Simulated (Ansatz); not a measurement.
# Ionic part of the dielectric constant of MgCd2O3, mode by mode

Theory: DFT PBE, scalar-relativistic, plane waves, PAW (Ansatz). Plane waves to 420 eV; Γ-centred k mesh 12×12×4; fixed occupations. No spin polarisation. Phonons by linear response, acoustic sum rule imposed.

Space group P-3m1 (No. 164), trigonal, a = 3.238 Å, c = 8.090 Å. Mg is surrounded by 6 O at 2.19 Å; Cd has 6 O at 2.35–2.38 Å; around O on a site of symmetry 3m lie 3 Mg at 2.19 Å and 3 Cd at 2.38 Å; O on a site of symmetry -3m has 6 Cd at 2.35 Å.

It was reached by relaxing an invented guess, and it needn't be the stable form of this composition. The run warned that its linear response isn't converged on this k mesh, so dielectric tensors, Born charges and infrared intensities are rough, and the frequencies may be too.

The primitive cell has V = 73.47 Å³ and ε∞,yy = 5.576. Each polar mode adds Δε = (4.92064×10⁷/V)·S/ν² along y, with S its oscillator strength in e²/amu, ν in cm⁻¹ and V in Å³.

Q: From these modes, find each Δε and ε0,yy.
```
ν (cm⁻¹)  S_yy (e²/amu)
  122.61        0.03192
  227.38         0.1184
  258.13          1.159
```

A:
```tsv
ν (cm⁻¹)	Δε
122.61	1.42
227.38	1.53
258.13	11.65
```

The sum is 14.60, so ε0,yy = 20.18; the run's tensor has 20.18.

Q: Where do the longitudinal modes lie for a wave vector along y?

A: At 126.32, 230.18, 470.89 cm⁻¹. The Lyddane–Sachs–Teller product Π(ν_LO/ν_TO)² = 3.62 agrees with ε0/ε∞ = 3.62.
